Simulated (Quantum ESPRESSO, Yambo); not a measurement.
For SiO₂ (space group I4/mmm, No. 139), Yambo gives the independent-particle static dielectric constant along x as 2.11 on PBEsol bands and 1.92 after a scissor of 2.85 eV widens every gap (4×4×4 mesh, 154 bands, 3 Ry local-field block, 0.2 eV broadening). Axes are Cartesian, with cell vectors (Å) (-4.47, 4.47, 2.61), (4.47, -4.47, 2.61), (4.47, 4.47, -2.61).

Question: A scissor keeps the position matrix elements. In a one-oscillator model, how does ε − 1 scale, and what mean transition energy do the two values imply?

Answer: Each transition adds |r|²/E to ε − 1, so ε − 1 ∝ 1/(E0 + Δ). Then (1.92 − 1)/(2.11 − 1) = E0/(E0 + Δ) = 0.829, and E0 = Δ(ε' − 1)/(ε − ε') = 13.8 eV. The computed Im ε, weighted by 1/E up to 20 eV, has its mean at 12.6 eV; the smallest direct PBEsol gap is 5.57 eV. The scissor comes from a G0W0 run whose convergence isn't established. Convergence of the RPA response with its 4×4×4 mesh was not tested.

Bands from Quantum ESPRESSO.

Geometry of the Materials Project entry, not relaxed at this level; primitive cell a = 6.8425 Å, b = 6.8425 Å, c = 6.8425 Å, α = 98.38°, β = 98.38°, γ = 135.12°.

This is not the ordinary phase of the substance; no match was found in the copy of COD used, and its stability was not checked.
